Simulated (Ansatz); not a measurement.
The elements of this relaxed trial crystal are hidden behind letters.

```
lattice vectors (Å)
   3.8318    0.0000    0.0000
  -1.9159    3.3184    0.0000
   0.0000    0.0000    9.1517
fractional positions
X 0.0000 0.0000 0.0005
X 0.0000 0.0000 0.7612
X 0.6667 0.3333 0.9516
X 0.3333 0.6667 0.9973
X 0.6667 0.3333 0.3781
Z 0.3333 0.6667 0.2820
Z 0.6667 0.3333 0.6493
```

Level of theory: DFT PBE, scalar-relativistic, plane waves, PAW (Ansatz). Plane waves to 420 eV, a 12×12×4 mesh through Γ for the 7-atom cell and 0.10 eV Gaussian smearing; no spin polarisation.

```
Space group                                : P3m1 (No. 156)
Conventional cell                          : a = 3.832 Å, c = 9.152 Å
Volume per atom                            : 16.62 Å³
Density                                    : 4.28 g/cm³
Formation energy                           : +0.16 eV/atom
Gap on the 12×12×4 mesh of the 7-atom cell : 0 eV (a metal)
```

Energies are uncorrected and count from the elements' standard states at the same level.

Problem. X is an s-block element of period 2 and Z is a p-block element of period 5. Which elements are they?

Solution. X = Be, Z = Te, so the formula is Be5Te2. Density times volume gives a mean mass of 4.28 × 16.62/1.6605 = 42.8 u per atom, and this set has 42.9 u. Among the elements that the hints allow, noble gases aside, only these give it. Around Be on its first site lie 7 Be at 2.19–2.26 Å; Be on its second site has 1 Be at 2.19 Å, 3 Te at 2.44 Å and 3 Be at 2.82 Å; Te on its first site has 3 Be at 2.38 Å and 1 Be at 2.61 Å; 4 more sites not described.

Spin–orbit coupling, which can matter for Te, is left out. A later test with randomly moved atoms led to a structure 99 meV/atom lower, so this end is a saddle point or a shallow minimum. Another cell of the same search, in R3, lies 99 meV/atom lower, so this cell isn't the stable form at this level.
